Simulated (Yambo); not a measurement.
Yambo run on MgS (rock salt, space group Fm-3m, No. 225). The wavefunctions are LDA (pw.x of Quantum ESPRESSO, ONCV potentials, without SOC) ones on a 6×6×6 mesh (8 occupied bands); a = 3.628 Å, b = 3.628 Å, c = 3.628 Å, α = 60.00°, β = 60.00°, γ = 60.00°.

Yambo input:

```
rim_cut
gw0
dyson
el_el_corr
HF_and_locXC
ppa
em1d
RandQpts= 1000000
RandGvec= 1 Ry
EXXRLvcs= 84 Ry
VXCRLvcs= 336 Ry
Chimod= "HARTREE"
% BndsRnXp
 5 | 18 |
%
NGsBlkXp= 10 Ry
% LongDrXp
 1.0 | 1.0 | 1.0 |
%
PPAPntXp= 27.2114 eV
% GbndRnge
 1 | 18 |
%
GTermKind= "none"
DysSolver= "n"
ExtendOut
% QPkrange
 1 | 1 | 8 | 9 |
 13 | 13 | 9 | 9 |
%
```

k points by index: 1 = Γ, 13 = X.

Table of the .qp output:

```
#    K-point    Band    Eo [eV]    E [eV]    E-Eo [eV]    Vxc [eV]    Vnlxc [eV]    Sc|Eo [eV]    Sc|E [eV]    dSc/dw|Eo [eV]    Re(Z)    Im(Z)
#
    1    8    0.000000    -0.199147    -0.199147    -13.37472    -16.36393    2.738166    2.790067    -7.087617    0.793355    -0.001529
    1    9    3.812391    5.335148    1.522757    -11.55281    -6.741058    -2.957254    -3.288994    -5.927559    0.821128    -0.001424
    13    9    2.648599    4.281085    1.632485    -11.06056    -6.499913    -2.589098    -2.928161    -5.651310    0.828031    -0.001331
```
(The two width columns are left out.) Convergence of these settings isn't established.

Geometry relaxed with LDA.
